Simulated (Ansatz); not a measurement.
B2Ru3: rattling a relaxed structure

It was reached by relaxing an invented guess, and it needn't be the stable form of this composition.

Level of theory: DFT PBE, scalar-relativistic, plane waves, PAW in Ansatz. Plane waves to 420 eV, a k mesh through Γ of 12×12×2 on the computed 10-atom cell and Gaussian smearing (0.10 eV); no spin polarisation.

The cell below (10 atoms, space group P6_3/mmc (No. 194)) is relaxed within its symmetry.

```cif
data_structure
_symmetry_space_group_name_H-M 'P 1'
_symmetry_Int_Tables_number 1
_cell_length_a 2.8450
_cell_length_b 2.8450
_cell_length_c 15.6227
_cell_angle_alpha 90.000
_cell_angle_beta 90.000
_cell_angle_gamma 120.000
_cell_volume 109.51
loop_
_atom_site_label
_atom_site_type_symbol
_atom_site_fract_x
_atom_site_fract_y
_atom_site_fract_z
_atom_site_occupancy
B1 B 0.33333 0.66667 0.15677 1
B2 B 0.66667 0.33333 0.65677 1
B3 B 0.33333 0.66667 0.34323 1
B4 B 0.66667 0.33333 0.84323 1
Ru1 Ru 0.33333 0.66667 0.93144 1
Ru2 Ru 0.66667 0.33333 0.43144 1
Ru3 Ru 0.33333 0.66667 0.56856 1
Ru4 Ru 0.66667 0.33333 0.06856 1
Ru5 Ru 0.33333 0.66667 0.75000 1
Ru6 Ru 0.66667 0.33333 0.25000 1
```

For the test it was strained at random (σ = 1.5 % a component), the atoms were moved at random (σ = 0.05 Å), and all was relaxed again on a 12×12×2 mesh (in the run’s order of axes) with 0.20 eV smearing, with no symmetry imposed.

Problem. Is the structure stable against such a distortion?

Solution. It returns, within 1 meV/atom of the unmoved cell on that mesh and with the same symmetry when read at 0.1 Å. So it is stable against the distortions that fit this cell and that this random move excites. Modes that don't fit the cell aren't tested.
